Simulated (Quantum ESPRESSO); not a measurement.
pw.x input (Quantum ESPRESSO 7.5; PBEsol, PseudoDojo standard norm-conserving files, scalar-relativistic):

```
&CONTROL
  calculation = 'scf'
  pseudo_dir = './pseudo'
  outdir = './out'
  tprnfor = .true.
  tstress = .true.
/
&SYSTEM
  ibrav = 0
  nat = 3
  ntyp = 2
  ecutwfc = 78.0
  ecutrho = 312.0
  occupations = 'smearing'
  smearing = 'fd'
  degauss = 0.002
  nbnd = 21
/
&ELECTRONS
  conv_thr = 3e-10
/
ATOMIC_SPECIES
Ca 40.0780 Ca.upf
Ge 72.6300 Ge.upf
CELL_PARAMETERS angstrom
  0.000000000000   3.556158921000   3.556158921000
  3.556158921000   0.000000000000   3.556158921000
  3.556158921000   3.556158921000   0.000000000000
ATOMIC_POSITIONS crystal
Ca   0.750000000000   0.750000000000   0.750000000000
Ca   0.250000000000   0.250000000000   0.250000000000
Ge   0.000000000000   0.000000000000   0.000000000000
K_POINTS automatic
6 6 6 0 0 0
```

End of the output:

```
     total energy              =    -333.11002307 Ry
     estimated scf accuracy    <       0.00000008 Ry
     total energy              =    -333.11002320 Ry
     estimated scf accuracy    <       0.00000003 Ry
     total energy              =    -333.11002321 Ry
     estimated scf accuracy    <          1.5E-09 Ry
[...]
     the Fermi energy is     6.5462 ev
!    total energy              =    -333.11002321 Ry
     estimated scf accuracy    <          2.6E-11 Ry
     smearing contrib. (-TS)   =      -0.00000034 Ry
     internal energy E=F+TS    =    -333.11002287 Ry
     The total energy is F=E-TS. E is the sum of the following terms:
     one-electron contribution =    -175.85394222 Ry
     hartree contribution      =      99.71247445 Ry
     xc contribution           =     -72.25318143 Ry
     ewald contribution        =    -184.71537368 Ry
     convergence has been achieved in   9 iterations
     Forces acting on atoms (cartesian axes, Ry/au):
     atom    1 type  1   force =     0.00000000   -0.00000000   -0.00000000
     atom    2 type  1   force =     0.00000000    0.00000000    0.00000000
     atom    3 type  2   force =     0.00000000    0.00000000   -0.00000000
     Total force =     0.000000     Total SCF correction =     0.000000
     Computing stress (Cartesian axis) and pressure
          total   stress  (Ry/bohr**3)                   (kbar)     P=       -0.01
  -0.00000006  -0.00000000  -0.00000000           -0.01       -0.00       -0.00
  -0.00000000  -0.00000006  -0.00000000           -0.00       -0.01       -0.00
  -0.00000000  -0.00000000  -0.00000006           -0.00       -0.00       -0.01
```
In a gapped system the printed Fermi energy is only some level inside the gap.

Spin-orbit coupling is not included.

Geometry relaxed with PBEsol.
